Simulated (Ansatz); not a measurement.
Ta: from a starting cell to a relaxed one

The start is a relaxed Ta cell displaced along its unstable phonon at q = Γ (57i cm⁻¹), largest move 0.15 Å. The structure is fully relaxed (lattice and positions, P = 0) with PBEsol (plane waves to 420 eV, PAW, scalar-relativistic; Ansatz, a first-principles code). The first steps use a coarse 13×13×4 k-mesh.

Input geometry:
```
CELL_PARAMETERS angstrom
      2.90511     0.00000     0.00000
     -1.45256     2.51590     0.00000
      0.00000     0.00000     9.94300
ATOMIC_POSITIONS crystal
  Ta 0.97019 0.94038 0.00000
  Ta 0.97019 0.94038 0.50000
  Ta 0.36314 0.72629 0.25000
  Ta 0.69648 0.39295 0.75000
```

- Largest initial force = 0.49 eV/Å, on Ta3 (atoms numbered as listed)
- Energy released = 0.25 eV/atom
- Volume change = -2.7 %, from 18.17 to 17.68 Å³/atom
- Relative to the parent = It does not go back: it reaches Im-3m (No. 229), bcc (W type), 0.27 eV/atom below the parent
- Shortest distances (start → end) = The closest pairs of elements (up to four, under 3.6 Å), start → end: Ta–Ta 2.84 → 2.84 Å
- Band gap at the end = no gap (metallic)
- Optimiser moves = 16

It ends as:

```cif
data_Ta2
_chemical_formula_sum 'Ta2'
_space_group_name_H-M_alt 'Im-3m'
_space_group_IT_number 229
_space_group_name_Hall '-I 4 2 3'
_cell_length_a 3.28196
_cell_length_b 3.28196
_cell_length_c 3.28196
_cell_angle_alpha 90.000
_cell_angle_beta 90.000
_cell_angle_gamma 90.000
loop_
_atom_site_label
_atom_site_type_symbol
_atom_site_symmetry_multiplicity
_atom_site_Wyckoff_symbol
_atom_site_fract_x
_atom_site_fract_y
_atom_site_fract_z
_atom_site_occupancy
Ta1 Ta 2 a 0.00000 0.00000 0.00000 1
```
(The calculation used a cell of 1 atom; values per cell refer to that cell.)

Final values are on a 20×20×20 k-mesh of the relaxed cell. No spin polarisation in the result.

The run could not lose the symmetry of its start.

Of the parent cell (P6₃/mmc (No. 194)): it is a generated cell of Ta: the first start was made by placing the elements on the sites of a structure type, and the end was not matched to a known phase here, so it may be hypothetical. Known forms of Ta include space group No. 229.
